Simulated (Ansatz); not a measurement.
input.yaml (Ansatz)

```yaml
crystal:
  lattice:
    - [2.3011127398, 0.0, 0.0]
    - [0.0, 2.3011127398, 0.0]
    - [0.0, 0.0, 2.3011127398]
  atoms:
    - { symbol: Cr, position: [0.0, 0.0, 0.0], spin: 1.5 }
hamiltonian:
  xc: blyp
  pseudopotentials:
    kind: paw
    azcp:
      Cr: "pseudopotentials/Cr.paw.azcp"
basis:
  ecutwfc: 420
  fft_grid_basis: typed
kpoints:
  mp_grid: { grid: [15, 15, 15], shift: [0, 0, 0] }
magnetization:
  spin_polarized: true
scf:
  occupations: { method: fermi_dirac, width: 0.05 }
  lower_state_search: "off"
output:
  stress: true
  write_density: true
  write_potential: true
  elf: true
  volumetric_format: npy
```

and its output:

```
Engine: ansatz 0.2.0, aarch64-unknown-linux-gnu
Pseudopotentials: kind: paw
Pseudopotential: Cr, paw, valence charge 14, recommended cutoff 420 eV (normal) 
Functional definition: BLYP
  parameter beta = 0.0042
  parameter a = 0.04918
  parameter b = 0.132
  parameter c = 0.2533
  parameter d = 0.349
  exchange = b88_x(beta = beta)
  correlation = lyp_c(a = a, b = b, c = c, d = d)
Crystal: 1 atoms, lattice volume = 12.185 Å³
Basis set: ecut = 420 eV, 251 PW (Γ), exchange–correlation on 32×32×32 points (8 copies of the dense FFT grid, shifted against one another)
Bands: 12, of which v1, the nominal top of the filled ones, is band 7 counted from 1 (6 counted from 0)
Symmetry: 48 space group operations
Space group: Pm-3m (ITA 221), of the structure as read, at distance tolerance 2.3e-5 Å
Magnetic group: BNS 221.92 (UNI 1594), of the structure as read, at distance tolerance 2.3e-5 Å
k-points: 120 of 3375
Non-local potential: Cr, projectors of the file, l = 0: 3, l = 1: 2, l = 2: 3, l = 3: 1
PAW form: soft (Blöchl's): semilocal exchange-correlation on the pseudo side does not see the compensation charge
PAW frozen core: Cr, regenerated for the run's functional, and the local potential with it (the file was generated under x = pbe(κ = 0.804, μ = 0.2195149727645171), c = pbe(β = 0.06672455060314922))
PAW one-centre angular grid: Cr, 590 points (default); XC on 64 Gauss nodes
Initial density: superposition of atomic densities (chi_scale 0.1, normalization cell)
Starting moments: Σ|m| = 1.5 μB on 1 of 1 site
Initial wavefunctions: pseudopotential atomic-orbital guess
Functional: x = b88, c = lyp
SCF iter   1: F=—  HF=-3384.169439 eV  |F-HF|=—  |Δ(HF+E_count)|=         —  Δρ=1.74e-1 (↑1.74e-1 ↓5.16e-2)  dr2=2.71e0  dr2_m=1.05e0  M=0.535 μB ∫|m|=0.541 μB  β_m=0.30  ethr=3.10e-3  ⟨swp⟩=3.8  Hψ=13400  notcnv=0
SCF iter   2: F=—  HF=-3383.708975 eV  |F-HF|=—  |Δ(HF+E_count)|=   4.60e-1  Δρ=1.06e-1 (↑1.06e-1 ↓4.67e-2)  dr2=7.53e-1  dr2_m=5.34e-1  M=0.519 μB ∫|m|=0.525 μB  β_m=0.30  ethr=3.10e-3  ⟨swp⟩=2.9  Hψ=7194  notcnv=0  defer=101
SCF iter   3: F=—  HF=-3383.583039 eV  |F-HF|=—  |Δ(HF+E_count)|=   1.26e-1  Δρ=5.33e-2 (↑4.84e-2 ↓5.33e-2)  dr2=2.79e-2  dr2_m=2.69e-1  M=0.507 μB ∫|m|=0.514 μB  β_m=0.30  ethr=3.10e-3  ⟨swp⟩=2.9  Hψ=5321  notcnv=0  defer=101
...
SCF iter  17: F=-3383.670642 eV  HF=-3383.670642 eV  |F-HF|=9.09e-13  |Δ(HF+E_count)|=  7.78e-11  Δρ=7.34e-7 (↑7.34e-7 ↓4.82e-7)  dr2=7.14e-12  dr2_m=4.05e-11  M=-0.000 μB ∫|m|=0.000 μB  β_m=0.95  ethr=1.00e-12  ⟨swp⟩=2.9  Hψ=10730  notcnv=0
SCF iter  18: F=-3383.670642 eV  HF=-3383.670642 eV  |F-HF|=1.82e-12  |Δ(HF+E_count)|=  4.55e-11  Δρ=2.67e-7 (↑2.50e-7 ↓2.67e-7)  dr2=9.83e-14  dr2_m=7.39e-12  M=-0.000 μB ∫|m|=0.000 μB  ethr=1.00e-12  ⟨swp⟩=3.1  Hψ=10116  notcnv=0
WARN: the starting moments were not kept: the SCF closed with an absolute magnetisation of 1.3e-5 μB, where they sum to 1.5 μB in size (1 site). That is at most 0.1 of that sum. Measured as dr2_m measures the in/out step, that magnetisation stands 1.6e-10 eV from none, at or under the dr2_threshold of 1.0e-7 eV: it is no larger than a step whose dr2_m would equal this threshold. The system may hold no moment; this SCF shows only that its start led to no more than that. To try another start: raise the starting moments (crystal.atoms[].spin, magnetization.per_species, magnetization.initial_magnetization, or on a non-collinear deck that types none of these the spinor_matrix: blocks that start its atoms; where the total moment is fixed, keep their sum and leave initial_magnetization as it is; typed ones take the place of any that the run laid by itself, positive ones on a crystal's lanthanoids without a Hubbard term where scf.initial_density.shell_occupations: [] is typed) or, if the notice of its spin-set hold's release reads "site moments contracting" or "site moments show no strong build", lengthen the hold (scf.mixing.spin_hold: { on: { confirm: 4 } }; for m-r²SCAN on two components see the key's manual first). Each may lead to a state that holds a moment. A second SCF, from the converged charge density, with the starting moments and any scf.initial_density.shell_occupations laid on it anew, would have followed, and was not run: the deck does not ask for one (magnetization.retry_lost_moments is false, the default). To let it run, set magnetization.retry_lost_moments: true and run the deck again, where that key's refused combinations let it; where memory then withholds it, that run's warning says so.
SCF 1 converged in 18 iterations: F = -3383.670642 eV  dr2 = 9.83e-14
SCF converged after 18 iterations
Magnetization: -0.0000 μB (7.0000 up, 7.0000 down)
Absolute magnetization: 0.0000 μB (∫|ρ↑−ρ↓|, with the PAW one-centre terms)
Spin contamination: 0.0000 ħ² per cell (⟨S²⟩ above its minimum at these occupations)
Per-site moments (μB) at R_I (Å): [(-1.1599395938252095e-5, 0.9492090051675001)]
Free energy (F): -3383.670642 eV
Harris-Foulkes:  -3383.670642 eV  (|F-HF|=1.82e-12)
Internal energy: -3383.654757 eV  (E = F + TS)
E sigma→0 (E₀):  -3383.662700 eV
Entropy (-TS):   -0.015885 eV (-15.885 meV/atom)
Fermi energy:    18.767731 eV
--- Per-component energies (eV) ---
  E_band       = -150.253432
  E_kinetic    = 346.836716
  E_local      = -1295.667491  (includes V_loc(G=0)·N_el)
  E_nonlocal   = 82.354145
  E_hartree    = 568.060003
  E_xc         = -138.128881
  E_vxc        = -175.742932  (∫ρ·V_xc dr)
  E_paw        = -1207.141969  (= ΣΔE_a)
  E_vpaw       = -244.154195  (= ΣTr[D̂ρ^β])
  E_aug_tail   = 0.000312  (compensation charges beyond the density's cutoff)
  E_ewald      = -1739.982382
  E_core_change = 0.014790  (= ΣΔE_core)
  E_smearing   = -0.015885  (= −TS)
  E_closure    = 0.000000  (closes the sum)
  Σ components = -3383.670642   (vs F -3383.670642, Δ=0.00e0)
--- Stress (GPa, compression-positive) ---
       18.047938       0.000000       0.000000
        0.000000      18.047938       0.000000
        0.000000       0.000000      18.047938
  P = ⅓ Tr σ = 18.0479 GPa (180.479 kbar)
--- Band table (eV; the first three rows and the last of 240) ---
  k-point 0 ↑: bands = ["-52.8049", "-23.5496", "-23.5496", "-23.5496", "11.4559", "15.3615", "15.3615", "21.4455", "21.4455", "21.4455", "39.1244", "39.1244"]
  k-point 1 ↑: bands = ["-52.7965", "-23.6041", "-23.5449", "-23.5449", "11.6041", "15.3937", "15.4748", "21.3391", "21.3391", "21.4537", "37.8101", "39.3459"]
  k-point 2 ↑: bands = ["-52.7725", "-23.7568", "-23.5318", "-23.5318", "12.0302", "15.4861", "15.8052", "21.0478", "21.0478", "21.4769", "35.4217", "39.9847"]
  k-point 119 ↓: bands = ["-52.2438", "-24.4029", "-24.4010", "-24.4010", "15.6697", "15.7458", "15.7458", "22.7278", "22.7278", "30.5433", "32.8408", "33.6088"]
```
